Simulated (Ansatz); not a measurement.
## LiAu4Se4Cl4O12: field gradients at two levels of theory

Cell: a computed structure from the Materials Project (it need not be an observed phase), taken as it stands.

```xyz
25
Lattice="4.4750 0.0000 0.0000 -0.0052 9.9340 0.0000 -0.0464 -1.0909 11.2930" Properties=species:S:1:pos:R:3 pbc="T T T"
Li    0.8938    7.1190    4.0569
Se    1.2971    0.8819    2.9519
Se    3.5225    1.8900   10.2962
Se    0.9559    6.9670    0.8943
Se    3.1061    7.9562    8.3643
Au    0.0408    3.8945    2.0816
Au   -0.0293   -1.0731   11.2814
Au    4.3955    4.9774    9.1747
Au    4.3891   -0.5387    5.6490
Cl    2.8660    4.3841    7.5756
Cl    1.4637    4.7276    3.7622
Cl    3.1815    7.3637    5.1098
Cl    1.2541    1.3318    6.0310
O     1.5449    0.2495    1.3429
O     1.3691    5.4709   10.5759
O     4.3889    1.9198    2.7712
O     4.1063    8.0972    0.7107
O     4.2207    5.8164    1.4355
O     0.3751    0.7673   10.5288
O     3.1105    3.3609    0.6365
O     0.0330    6.9102    8.5168
O     0.4592    9.3824    3.6271
O     0.2357    3.0879    9.8330
O     2.8832    8.5934    9.9693
O     3.9757   -0.6198    7.6836
```

Atom numbers follow the list; atoms alike are taken as one site, whose name carries the number of the first.

First run. The numbers come from a DFT calculation in Ansatz (PBE, plane waves and PAW, scalar-relativistic, 420 eV cutoff, Γ-centred 7×3×3 k-points, Fermi–Dirac smearing 0.05 eV).

| site | atom | V_zz (10²¹ V/m²) | η |
| --- | --- | --- | --- |
| Se2 | 2 | -30.3 | 0.10 |
| Se3 | 3 | -29.9 | 0.11 |
| Se4 | 4 | -30.2 | 0.07 |
| Se5 | 5 | -30.5 | 0.16 |
| Au6 | 6 | 4.56 | 0.85 |
| Au7 | 7 | 6.68 | 0.40 |
| Au8 | 8 | -8.90 | 0.69 |
| Au9 | 9 | -3.96 | 0.44 |
| Cl10 | 10 | 31.1 | 0.05 |
| Cl12 | 12 | 19.19 | 0.31 |
| O15 | 15 | 13.38 | 0.78 |
| O22 | 22 | 13.92 | 0.90 |
| O23 | 23 | 15.21 | 0.94 |
| O25 | 25 | 14.42 | 0.87 |

Second run. The same atoms and settings, except that the functional is r2SCAN, the cutoff is 500 eV and the mesh is 8×4×3.

Problem. What does the second run give?

Solution. 

```csv
site,atom,V_zz,η,change of V_zz
Se2,2,-32.4,0.10,-2.11
Se3,3,-31.8,0.10,-1.94
Se4,4,-32.2,0.05,-1.91
Se5,5,-32.6,0.16,-2.06
Au6,6,-4.24,0.24,–
Au7,7,-6.28,0.52,–
Au8,8,4.53,0.83,–
Au9,9,2.49,0.51,+6.45
Cl10,10,30.6,0.06,-0.53
Cl12,12,18.40,0.31,-0.79
O15,15,14.05,0.75,+0.67
O22,22,14.55,0.88,+0.63
O23,23,15.68,0.94,+0.47
O25,25,15.04,0.86,+0.62
```

The largest change of V_zz along a kept axis is on Au9, from -3.96 to 2.49. In per cent, |V_zz| changes by +6 to +7 on Se, -4 to -2 on Cl, +3 to +5 on O (all sites that start above 2, bar those whose gradient vanishes or changes sign or whose main axis turns by over 40°). On Au9 V_xx and V_yy change places (or their axes turn by over 50°), so the two values of η hide a larger change. V_zz changes sign on Au9 (axis turned by 39°). On Au8, Au7, Au6 the largest principal value lies along another axis in the second run, so the two V_zz can't be compared directly. The table leaves out 11 of the 25 sites, with |V_zz| up to 29.13; their tensors move by 0.83 at most along any direction. The statements above cover all sites.

Spin–orbit coupling is left out, which shifts gradients on Au by a few per cent in wide-gap crystals, and can shift them far more where the calculated gap is small or absent, as here.
For the first run: The largest force is 0.3 eV/Å, so the atoms aren't at the calculated equilibrium and relaxing them would move these values. With these PAW files V_zz is typically within 2 to 3 % of all-electron values, but misses above 10 % occur on Li.
For the second run: At this cell the principal stresses reach 5 GPa in size with r2SCAN, which can matter for small gradients. The largest force is 1.0 eV/Å, so the atoms aren't at the calculated equilibrium and relaxing them would move these values. With these PAW files V_zz is typically within 2 to 3 % of all-electron values, but misses above 10 % occur on Au, Li.
